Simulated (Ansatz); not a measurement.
Values for one crystal, relaxed and computed with r²SCAN (plane waves, PAW; program Ansatz); other levels are named.

- Volume per atom: 15.12 Å³
- Electronic character: metallic (no gap)
- Highest zone-centre frequency: 223 cm⁻¹
- Zone-centre stability: no imaginary mode at Γ
- Bulk modulus (Birch–Murnaghan fit): 294 GPa
- Pressure derivative B′: 4.8
- Gap with spin–orbit coupling: none (metallic)

Problem. Which of these materials gives this?
(A) GdIr3, Cu3Au type
(B) SrPb, Cmcm (Sr on 4c, Pb on 4c)
(C) LiAg3, I4/mmm (Li on 2a, Ag on 4d, Ag on 2b)
(D) MoPt, Pmma (Mo on 2e, Pt on 2f)

Solution. D, MoPt, Pmma (Mo on 2e, Pt on 2f)

The first step of the workflow began from a Materials Project structure, measured or hypothetical; the Crystallography Open Database copy checked does not list it. With Mo and Pt taken as one species the cell has the higher symmetry P6_3/mmc, so it may be an ordered model of a mixed-site phase. Its standing as an ambient phase is unchecked. The r²SCAN relaxation kept the symmetry of its start. No spin polarisation was allowed. As this level gives no gap, phonon frequencies hold no LO–TO term and depend on the k-mesh and smearing (Fermi–Dirac, 0.1 eV here). Spin–orbit coupling is left out wherever it is not named.

Potentials: the later of the program's two PAW sets.
